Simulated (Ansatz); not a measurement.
ReB2 in space group P6_3/mmc (No. 194; Re on 2c, B on 4f) at seven volumes, DFT-PBEsol in the program Ansatz with PAW potentials, shape and atoms relaxed at each. One row is withheld.

```tsv
V (Å³/atom)	P (GPa)
8.178	39.85
8.448	24.46
8.717	11.29
8.987	0.00
9.256	?
9.526	-17.96
9.796	-25.04
```

### Question
Fit the shown pressures and predict the withheld one.

### Answer
P = (3/2)B₀(x^(7/2) − x^(5/2))[1 + (3/4)(B′ − 4)(x − 1)] with x = (V₀/V)^(2/3). Least squares on the six rows gives V₀ = 8.987 Å³/atom, B₀ = 347 GPa, B′ = 4.14. At V = 9.256, x = 0.9805 and P = -9.63 GPa. The run itself gave -9.67 GPa.

The first step of the workflow began from a Materials Project structure, measured or hypothetical; the Crystallography Open Database files this formula in space group No. 194, but the cells were not matched. Whether it is the stable phase at ambient conditions was not checked. Symmetry was held in the PBEsol relaxation; of distortions, only those at the zone centre were tested. The run is not spin-polarised. Scalar-relativistic: spin–orbit coupling is off unless named, which matters more the heavier the elements.

Potentials: the later of the program's two PAW sets.
